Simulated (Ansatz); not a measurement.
KTaO₃:
```cif
data_KO3Ta
_chemical_formula_sum 'K1 Ta1 O3'
_space_group_name_H-M_alt 'Pm-3m'
_space_group_IT_number 221
_space_group_name_Hall '-P 4 2 3'
_cell_length_a 4.02439
_cell_length_b 4.02439
_cell_length_c 4.02439
_cell_angle_alpha 90.000
_cell_angle_beta 90.000
_cell_angle_gamma 90.000
loop_
_atom_site_label
_atom_site_type_symbol
_atom_site_symmetry_multiplicity
_atom_site_Wyckoff_symbol
_atom_site_fract_x
_atom_site_fract_y
_atom_site_fract_z
_atom_site_occupancy
K1 K 1 b 0.50000 0.50000 0.50000 1
Ta1 Ta 1 a 0.00000 0.00000 0.00000 1
O1 O 3 d 0.00000 0.00000 0.50000 1
```

Relaxed with PBE.

### Question
Which orbitals make up the states near the band edges in DFT-PBE in the program Ansatz with PAW potentials?

### Answer
Top 1 eV of the valence band: O 2p 97 %. Bottom 1 eV of the conduction band: Ta 5d 89 %, O 2p 10 %. Projections are on Löwdin-orthogonalised atomic valence shells; empty p or d shells of many metals are not among them.

### Question
Tabulate the density of states.

### Answer
States/eV per cell of 5 atoms, in 0.25 eV bins, energy from the valence-band maximum.

```csv
E (eV),total,O 2p,Ta 5d,O 2s
-7.87,0.00,0.00,0.00,0.00
-7.62,0.00,0.00,0.00,0.00
-7.37,0.00,0.00,0.00,0.00
-7.12,0.00,0.00,0.00,0.00
-6.87,0.00,0.00,0.00,0.00
-6.62,0.00,0.00,0.00,0.00
-6.37,0.00,0.00,0.00,0.00
-6.12,0.00,0.00,0.00,0.00
-5.87,0.00,0.00,0.00,0.00
-5.62,0.00,0.00,0.00,0.00
-5.37,2.36,1.64,0.46,0.01
-5.12,2.30,1.55,0.57,0.01
-4.87,2.33,1.62,0.52,0.03
-4.62,1.29,0.91,0.27,0.02
-4.37,1.44,1.03,0.30,0.02
-4.12,2.54,1.79,0.59,0.04
-3.87,3.40,2.37,0.82,0.04
-3.62,2.97,2.06,0.73,0.03
-3.37,3.43,2.44,0.80,0.03
-3.12,4.21,3.14,0.85,0.04
-2.87,4.86,3.66,0.99,0.03
-2.62,5.86,4.62,1.00,0.02
-2.37,3.41,2.81,0.45,0.02
-2.12,1.82,1.49,0.27,0.01
-1.87,2.00,1.70,0.20,0.02
-1.62,2.77,2.44,0.16,0.03
-1.37,3.55,3.28,0.12,0.02
-1.12,6.63,6.24,0.18,0.03
-0.87,6.50,6.22,0.11,0.02
-0.62,3.27,3.18,0.02,0.01
-0.37,2.80,2.76,0.01,0.00
-0.12,2.25,2.23,0.00,0.00
0.13,0.00,0.00,0.00,0.00
0.38,0.00,0.00,0.00,0.00
0.63,0.00,0.00,0.00,0.00
0.88,0.00,0.00,0.00,0.00
1.13,0.00,0.00,0.00,0.00
1.38,0.00,0.00,0.00,0.00
1.63,0.00,0.00,0.00,0.00
1.88,0.00,0.00,0.00,0.00
2.13,0.02,0.00,0.02,0.00
2.38,0.47,0.02,0.45,0.00
2.63,0.77,0.06,0.70,0.00
2.88,0.80,0.09,0.69,0.00
3.13,1.00,0.15,0.83,0.00
3.38,1.06,0.19,0.84,0.00
3.63,1.16,0.23,0.89,0.00
3.88,1.43,0.32,1.06,0.00
4.13,1.60,0.38,1.16,0.00
4.38,1.84,0.47,1.29,0.00
4.63,2.60,0.70,1.78,0.00
4.88,3.74,1.06,2.51,0.00
5.13,2.39,0.68,1.54,0.00
5.38,1.79,0.51,1.11,0.00
5.63,1.41,0.42,0.85,0.00
5.88,1.24,0.38,0.73,0.00
6.13,0.67,0.21,0.39,0.00
6.38,0.00,0.00,0.00,0.00
6.63,0.44,0.01,0.27,0.10
6.88,0.93,0.03,0.56,0.19
```

Symmetry was held in the PBE relaxation. At this level the phase is dynamically unstable (imaginary phonons). No spin polarisation was allowed. Scalar-relativistic: spin–orbit coupling is off unless named, which matters more the heavier the elements.

Potentials: the later of the program's two PAW sets.
